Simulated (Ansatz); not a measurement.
## Nb: stiffness from a series of strains

```
CELL_PARAMETERS angstrom
0.00000 2.11500 2.11500
2.11500 0.00000 2.11500
2.11500 2.11500 0.00000
ATOMIC_POSITIONS crystal
Nb 0.00000 0.00000 0.00000
```

Conventional cell: a = 4.230 Å, b = 4.230 Å, c = 4.230 Å, α = 90.00°, β = 90.00°, γ = 90.00°. Nb (atom 1) has 12 Nb at 2.99 Å as nearest neighbours.

The geometry is COD entry 1534903, unchecked; take it as a test cell.

All numbers below come from DFT, LDA, all-electron LAPW, scalar-relativistic (Ansatz 0.2.0).

The runs use a Γ-centred 13×13×13 k mesh, Fermi–Dirac smearing of 0.03 eV, basis error target 0.5 meV/atom, no spin polarisation.

The strain is applied along the Cartesian axes of the cell as listed (the other components stay zero). Fractional coordinates are held (clamped ions).

σ is the change of stress from the unstrained cell, which is at -10.33 GPa; tension is positive, so slopes are stress–strain coefficients at that pressure. In a metal the k mesh adds noise.

Only quantities that a quadratic follows smoothly over the whole series are listed; rougher ones are left out.

| εxx = εyy | σzz (GPa) | σxx (GPa) |
| --- | --- | --- |
| -0.0200 | -10.38 | -4.18 |
| -0.0100 | -5.06 | -2.01 |
| 0.0000 | 0.00 | 0.00 |
| 0.0200 | 8.55 | 3.79 |

Fit the series and read off the stiffness at zero strain.

Least-squares fits y = p0 + p1 x + p2 x² to the rows give σzz (GPa): p1 = 474, p2 = -2200; σxx (GPa): p1 = 199, p2 = -520. So 2 C12 = 474 GPa and C11 + C12 = 199 GPa.

One run, at εxx = εyy = 0.0100, is withheld. Predict its row.

The fits give 4.48, 1.95; the run gave 4.55, 1.92.
